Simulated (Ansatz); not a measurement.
SnSe2:
```
SnSe2
1.0
    3.80159     0.00000     0.00000
   -1.90079     3.29227     0.00000
    0.00000     0.00000     5.88980
Sn Se
1 2
Direct
  0.00000   0.00000   0.00000
  0.33333   0.66667   0.26756
  0.66667   0.33333   0.73244
```

Relaxed with LDA. Special points in fractions of this cell's reciprocal vectors: Γ (0.000, 0.000, 0.000); M (0.500, 0.000, 0.000); K (0.333, 0.333, 0.000); A (0.000, 0.000, 0.500); L (0.500, 0.000, 0.500); H (0.333, 0.333, 0.500).

Problem. List the band energies nearest the valence-band maximum at these points for LDA (plane waves, PAW; program Ansatz).

Solution. In eV from the valence-band maximum; about four levels below and three above (degenerate sets whole), none deeper than 8.9 eV; points with the same levels are listed once.

```json
[
 {"k": "Γ", "below": "-0.86 -0.86 -0.70 -0.70 -0.15", "above": "0.52 2.69 4.36 4.36"},
 {"k": "M", "below": "-3.55 -2.92 -1.97 -0.46", "above": "1.02 3.28 4.72 4.72"},
 {"k": "K", "below": "-3.82 -3.82 -3.53 -2.25 -2.25", "above": "0.50 6.23 6.23"},
 {"k": "A", "below": "-1.05 -1.05 -0.39 -0.39", "above": "2.36 2.55 3.91 3.91"},
 {"k": "L", "below": "-2.59 -2.21 -1.31 -1.18", "above": "0.50 3.67 4.34"},
 {"k": "H", "below": "-4.67 -4.67 -4.19 -0.47 -0.47", "above": "2.19 3.99 3.99"}
]
```

Space group P-3m1 (CdI2 type). Symmetry was held in the LDA relaxation; of distortions, only those at the zone centre were tested. A crystal of weakly bound layers computed without a dispersion correction: the cell and the soft elastic constants depend strongly on that. Spin–orbit coupling is left out wherever it is not named.

Potentials: the later of the program's two PAW sets.
